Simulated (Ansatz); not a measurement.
Single point in Ansatz 0.2.0 with r2SCAN, collinear spin. Cutoff 500 eV, PAW datasets, 6×6×3 Γ-centred k mesh, fermi-dirac filling (width 0.1 eV).

Computed maps in the lattice plane spanned by a (left to right, 4.28 Å, 13 points from zero) and b (bottom to top, 4.28 Å, 13 points from zero), 90° apart, at height 0.000 along c. The fields are smooth PAW ones with compensation charges, not the true ones near nuclei.

Valence density. Digits on a logarithmic scale: 0 up to 0.03 e/Å³, each further digit a factor of 1.6, 9 from 1.3 e/Å³ up:
```
5689875444444
5899996444444
5999996444544
5899996444444
5799985444444
5566655444444
5444444556665
5444444589997
5444444699998
5445444699999
5444444699998
5444444578986
4555555555555
```

ELF. Ten even steps from '0' (0.02) to '9' (0.69):
```
3255532443345
1597881257764
0570281158873
0582591157873
2388971355554
4211113431124
4421134311112
2455553179883
0378751195285
0378851182075
1467752188795
3543344235552
4310024420013
```

Q: The cell is BaTiAsF. Which atoms lie within 0.2 Å of this plane, and where (fractions of a and b)?

A: Ti at (0.25, 0.75), Ti at (0.75, 0.25). The whole cell:
```xyz
8
Lattice="4.2781 0.0000 0.0000 0.0000 4.2781 0.0000 0.0000 0.0000 9.7344" Properties=species:S:1:pos:R:3 pbc="T T T"
Ba    1.0695    1.0695    3.2296
Ba    3.2085    3.2085    6.5048
Ti    1.0695    3.2085    0.0000
Ti    3.2085    1.0695    0.0000
As    3.2085    3.2085    1.4514
As    1.0695    1.0695    8.2830
F     1.0695    3.2085    4.8672
F     3.2085    1.0695    4.8672
```

The state carries no moments; the state need not be the lowest.

Origin: a known structure type with other elements, at an estimated volume, so it need not be a known compound.
